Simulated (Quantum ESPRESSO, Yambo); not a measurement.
## G0W0 results for Be3N2

Be$_{3}$N$_{2}$ has the hexagonal space group P6₃/mmc (No. 194), Pearson symbol hP10. Lattice parameters: a = 2.842 Å, b = 2.842 Å, c = 9.747 Å, α = 90.00°, β = 90.00°, γ = 120.00°. Be1 on 4f is coordinated by 1 N at 1.672 Å and 3 N at 1.810 Å (tetrahedral). Be2 on 2b is surrounded by 3 N at 1.641 Å (trigonal planar). N1 on 2a sees 6 Be at 1.810 Å (octahedral). N2 on 2c is surrounded by 5 Be at 1.641–1.672 Å (trigonal bipyramidal). (Neighbours: up to the widest gap in distance over summed covalent radii, below 1.35, at either atom; cation-cation contacts left out.)

The geometry is that of Materials Project entry mp-6977, symmetrised and not relaxed again.

Starting point: norm-conserving PBEsol (Quantum ESPRESSO, 88 Ry, scalar-relativistic). G0W0 in Yambo: 6×6×2 Γ-centred k mesh, bands 7 to 135 and a 8 Ry block in the screening, 135 bands in G with the Bruneval-Gonze terminator, plasmon pole fitted at 27.2 eV.

```json
{
 "PBEsol gap along the band path": "3.25 eV",
 "PBEsol gap between the mesh's edge points (Γ → M)": "3.25 eV",
 "G0W0 gap between the same points": "4.76 eV",
 "PBEsol smallest direct gap on the mesh (at M)": "4.65 eV",
 "G0W0 direct gap at that point": "6.26 eV"
}
```

```csv
k point,band,E PBEsol (eV),E QP (eV),shift (eV),Z
Γ,VB,0.00,-0.75,-0.75,0.81
Γ,CB,6.09,6.95,0.86,0.82
A,VB,-0.19,-0.97,-0.78,0.81
A,CB,6.74,7.72,0.98,0.82
M,VB,-1.40,-2.25,-0.86,0.81
M,CB,3.25,4.01,0.76,0.84
L,VB,-1.74,-2.64,-0.90,0.81
L,CB,4.41,5.25,0.84,0.84
K,VB,-0.58,-1.33,-0.75,0.81
K,CB,5.25,6.20,0.95,0.84
H,VB,-1.66,-2.52,-0.85,0.80
H,CB,5.94,6.83,0.89,0.84
```

Energies count from the PBEsol valence-band maximum.

Nearest settings tried, and what they do to the gap: 89 bands in G: +7 meV; 54 bands in W, 54 bands in G: +149 meV; 7 Ry block (141 vectors against 203): -118 meV; 6×6×1 mesh: +17 meV. So the settings aren't converged at that level.

The structure is a Materials Project entry; no match was found in the copy of COD used, and its stability was not checked.
